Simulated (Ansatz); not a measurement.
TiTe₂:
```cif
data_Te2Ti
_chemical_formula_sum 'Ti1 Te2'
_space_group_name_H-M_alt 'P-3m1'
_space_group_IT_number 164
_space_group_name_Hall '-P 3 2"'
_cell_length_a 3.69807
_cell_length_b 3.69807
_cell_length_c 6.38254
_cell_angle_alpha 90.000
_cell_angle_beta 90.000
_cell_angle_gamma 120.000
loop_
_atom_site_label
_atom_site_type_symbol
_atom_site_symmetry_multiplicity
_atom_site_Wyckoff_symbol
_atom_site_fract_x
_atom_site_fract_y
_atom_site_fract_z
_atom_site_occupancy
Ti1 Ti 1 a 0.00000 0.00000 0.00000 1
Te1 Te 2 d 0.66667 0.33333 0.27112 1
```

Relaxed at zero pressure with the program Ansatz at the PBE+D3(BJ) level (PAW).

Task: The volume is raised by 6 % and shape and atoms relax at that volume. What pressure results, and how do the axes share the change?

Result: -1.9 GPa; a 1.4 %, b 1.4 %, c 3.2 %; the energy rises by 10 meV/atom.

Task: Give the new structure.

Result: 
Space group P-3m1 (No. 164); a = b = 3.7484 Å, c = 6.5851 Å, α = β = 90.00°, γ = 120.00°

```tsv
atom	site	symmetry	x	y	z
Ti	1a	-3m.	0.0000	0.0000	0.0000
Te	2d	3m.	0.6667	0.3333	0.2622
```

The phase is kept; no other phase was compared at this pressure.

Symmetry was held in the PBE+D3(BJ) relaxation. The run is not spin-polarised. Scalar-relativistic: spin–orbit coupling is off unless named, which matters more the heavier the elements.

Potentials: the later of the program's two PAW sets.
